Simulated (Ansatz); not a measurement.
Relaxed-ion elastic tensor of PtS2 (CdI2 type, P-3m1) in GPa (Voigt order), PBE+D3(BJ) (plane waves, PAW; program Ansatz); density 8.29 g/cm³, 17.30 Å³ per atom.

```
  228   65.3   31.2  -26.8    0.0    0.0
 65.3    228   31.2   26.8    0.0    0.0
 31.2   31.2   38.1    0.0    0.0    0.0
-26.8   26.8    0.0   47.4    0.0    0.0
  0.0    0.0    0.0    0.0   47.4  -26.8
  0.0    0.0    0.0    0.0  -26.8   81.5
```

Problem. Is the crystal mechanically stable?

Solution. Yes: the smallest eigenvalue of C is 30.7 GPa.

Problem. Work out the Voigt, Reuss and Hill averages.

Solution. K_V = 83.4, K_R = 37.7, K_H = 60.5; G_V = 59.7, G_R = 36.7, G_H = 48.2 GPa.

Problem. Give Young's modulus, Poisson's ratio, Pugh's ratio and the universal anisotropy index.

Solution. E = 9KG/(3K + G) = 114 GPa; ν = 0.19; K/G = 1.26 (brittle by the Pugh limit of 1.75); A_U = 5G_V/G_R + K_V/K_R − 6 = 4.34.

Problem. Estimate the sound speeds and the Debye temperature.

Solution. v_l = √((K + 4G/3)/ρ) = 3880 m/s, v_t = √(G/ρ) = 2410 m/s, mean 2660 m/s; Θ = (h/k)(3n/4πV)^(1/3) v_m = 306 K.

Problem. How much does each axis shrink under pressure?

Solution. Linear compressibilities β_i = Σ_j S_ij (j = 1 to 3): x 0.75, y 0.75, z 25 per TPa.

The cell was relaxed with PBE+D3(BJ) under the symmetry of its start; of distortions, only those at the zone centre were tested. The run is not spin-polarised. As this level gives no gap, shear constants depend on the k-mesh and smearing (Fermi–Dirac, 0.1 eV here). Scalar-relativistic: spin–orbit coupling is off unless named, which matters more the heavier the elements.

Potentials: the later of the program's two PAW sets.
